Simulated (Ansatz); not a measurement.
The start is a relaxed Sb cell with every coordinate shifted by Gaussian noise of σ = 0.2 Å. The structure is fully relaxed (lattice and positions, P = 0) with r2SCAN (plane waves to 500 eV, PAW, scalar-relativistic; Ansatz, a quantum-chemistry and plane-wave program). First-step values are on the input's coarse k-mesh.

Ansatz input (later rounds restart from its end on a renewed k-mesh):
Ansatz 0.2 input:
```yaml
crystal:
  lattice:
    - [2.1705172003, 1.2531486899, 3.8707293477]
    - [-2.1705172003, 1.2531486899, 3.8707293477]
    - [0, -2.5062973797, 3.8707293477]
  atoms:
    - { symbol: Sb, position: [0.1868429939, 0.227481556, 0.2597718847] }
    - { symbol: Sb, position: [0.789634232, 0.6635062139, 0.9072020217] }
basis: { ecutwfc: 500, ecutrho_ratio: 4, xc_grid: 4, fft_grid_basis: typed }
kpoints: { mp_grid: { grid: [9, 9, 9] } }
hamiltonian:
  xc: r2scan
  dispersion: none
  pseudopotentials: { kind: paw }
scf: { occupations: { method: fermi_dirac, width: 0.05 } }
relax: { f_tol: 0.01, max_steps: 100, cell: { stress_tol: 0.02 } }
output: { forces: true, stress: true }
```

Problem. How large is the pressure on the unrelaxed cell, and of which sign?

Solution. +12.2 GPa (positive: the cell is compressed).

Problem. What is the largest force in the starting geometry, and on which atom (counted from 1)?

Solution. 6.52 eV/Å, on Sb1, Sb2 (atoms numbered as listed).

Problem. By how much does the energy per atom fall from start to end?

Solution. 0.65 eV/atom.

Problem. Is the parent structure recovered?

Solution. It returns to the parent structure, R-3m (No. 166).

Problem. What band gap does the relaxed structure have at this level?

Solution. No gap (metallic).

Final values are on a 13×13×13 k-mesh of the relaxed cell. No spin polarisation in the result.

The run could not lose the symmetry of its start.
